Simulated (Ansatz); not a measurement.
Given:

VS:
```cif
data_S2V2
_chemical_formula_sum 'V2 S2'
_space_group_name_H-M_alt 'P63/mmc'
_space_group_IT_number 194
_space_group_name_Hall '-P 6c 2c'
_cell_length_a 3.09474
_cell_length_b 3.09474
_cell_length_c 6.01168
_cell_angle_alpha 90.000
_cell_angle_beta 90.000
_cell_angle_gamma 120.000
loop_
_atom_site_label
_atom_site_type_symbol
_atom_site_symmetry_multiplicity
_atom_site_Wyckoff_symbol
_atom_site_fract_x
_atom_site_fract_y
_atom_site_fract_z
_atom_site_occupancy
V1 V 2 a 0.00000 0.00000 0.00000 1
S1 S 2 d 0.66667 0.33333 0.25000 1
```

This is the LDA-relaxed structure.

Task: All from LDA in the plane-wave PAW code Ansatz, unless another level is named. Give the electronic character.

Result: metallic (no gap).

Task: What about the density of states at the Fermi level?

Result: 0.65 states/eV per atom (mean over ±0.08 eV).

Task: Predict the formation energy from the elements (no fitted shifts).

Result: -1.12 eV/atom.

Space group P6_3/mmc (NiAs type). The workflow started from a Materials Project entry (that database holds measured and hypothetical structures alike); the Crystallography Open Database files this formula in space group No. 194, but the cells were not matched. Whether it is the stable phase at ambient conditions was not checked. Symmetry was held in the LDA relaxation; its stability against distortions is not shown here. No spin polarisation was allowed. The references are the lowest solids computed at this level, not always the standard phases.

Potentials: the later of the program's two PAW sets.
